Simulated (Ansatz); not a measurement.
Consider the following.

NbP:
```cif
data_Nb2P2
_chemical_formula_sum 'P2 Nb2'
_space_group_name_H-M_alt 'P 1'
_space_group_IT_number 1
_cell_length_a 4.73822
_cell_length_b 4.73822
_cell_length_c 4.32708
_cell_angle_alpha 90.000
_cell_angle_beta 90.000
_cell_angle_gamma 140.611
loop_
_space_group_symop_operation_xyz
  'x, y, z'
loop_
_atom_site_label
_atom_site_type_symbol
_atom_site_fract_x
_atom_site_fract_y
_atom_site_fract_z
_atom_site_occupancy
P1 P 0.59281 0.40719 0.75000 1
P2 P 0.40719 0.59281 0.25000 1
Nb1 Nb 0.87344 0.12656 0.75000 1
Nb2 Nb 0.12656 0.87344 0.25000 1
```

This is the PBE-relaxed structure.

Q: All from plane-wave PAW PBE (Ansatz code), unless another level is named. Estimate the electronic character.

A: metallic (no gap).

Q: And the formation energy from the elements (no fitted shifts)?

A: -76 kJ/mol-atom.

Q: Next, the density of states at the Fermi level?

A: 0.55 states/eV per atom (mean over ±0.08 eV).

Space group Cmcm. A made-up cell: these elements were put on the sites of a structure type; neither database checked (COD, Materials Project) lists it. COD files the formula under space group No. 141, so this cell is another polymorph or a model. Whether it is the stable phase at ambient conditions was not checked. The PBE relaxation kept the symmetry of its start; whether a distortion lowers the energy is not shown. The run is not spin-polarised. The references are the lowest solids computed at this level, not always the standard phases. Scalar-relativistic: spin–orbit coupling is off unless named, which matters more the heavier the elements.

Potentials: the later of the program's two PAW sets.
